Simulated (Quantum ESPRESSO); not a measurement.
# Kohn-Sham bands of ScS (rock salt)

```xyz
2
Lattice="0.0000 2.6088 2.6088 2.6088 0.0000 2.6088 2.6088 2.6088 0.0000" Properties=species:S:1:pos:R:3 pbc="T T T"
Sc     2.6088     2.6088     2.6088
S      0.0000     0.0000     0.0000
```

Structure: Materials Project mp-1476, symmetrised, not relaxed again. COD (Crystallography Open Database) has an entry of this formula and space group (matched by these alone). Level: PBEsol, no spin polarisation, no spin-orbit coupling; pw.x of Quantum ESPRESSO at 63 Ry with PseudoDojo potentials, 10×10×10 k-points, Wannier90. Density: 10×10×10 mesh, cold smearing 0.01 Ry.

Question: List the Kohn-Sham levels between −8 and 3.0 eV relative to the Fermi level at the high-symmetry points, as a band run of pw.x on that density gives them (levels within 2 meV counted together).

Answer: 
```tsv
point	k (reciprocal lattice)	levels (eV)
Γ	0.000 0.000 0.000	-3.01 (×3), -0.35 (×3), 0.14 (×2), 2.26
X	0.500 0.000 0.500	-6.38, -4.24 (×2), -2.21, 0.99, 2.21 (×2), 2.57
U	0.625 0.250 0.625	-6.08, -5.87, -4.67, -0.53, 1.88, 2.05, 2.28, 2.31
K	0.375 0.375 0.750	-6.08, -5.87, -4.67, -0.53, 1.88, 2.05, 2.28, 2.31
L	0.500 0.500 0.500	-7.48, -4.97 (×2), 1.68 (×2), 1.92, 2.18
W	0.500 0.250 0.750	-5.76 (×2), -5.40, 0.73 (×2), 1.82, 2.22, 2.22
```
